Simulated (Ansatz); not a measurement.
Name crystals whose computed values (the program Ansatz at the LDA level (PAW)) fall in these windows: highest Γ mode, no LO–TO term (cm⁻¹) 540 to 680; B₀ by P(V) fit (GPa) 190 to 260.



| crystal | highest Γ mode, no LO–TO term (cm⁻¹) | B₀ by P(V) fit (GPa) |
|---|---|---|
| Hf2N, anti-rutile | 588 | 217 |
| GaN, zinc blende | 553 | 202 |
| TiO, P-62m (Ti on 2d, Ti on 1a, O on 3f) | 608 | 256 |
| LaTiO3, cubic perovskite | 659 | 216 |
| FeSi2, P4/mmm (Fe on 1a, Si on 2h) | 565 | 202 |
Others may fit too.

Standing as an ambient phase not checked: Hf2N, anti-rutile; TiO, P-62m (Ti on 2d, Ti on 1a, O on 3f); LaTiO3, cubic perovskite; FeSi2, P4/mmm (Fe on 1a, Si on 2h). All cells were relaxed under the symmetry of their starts (and spin orders); stability against distortions was not tested throughout. Rows with no word on spin ran without spin polarisation. Scalar-relativistic: spin–orbit coupling is off unless named, which matters more the heavier the elements.

Potentials: the later of the program's two PAW sets.
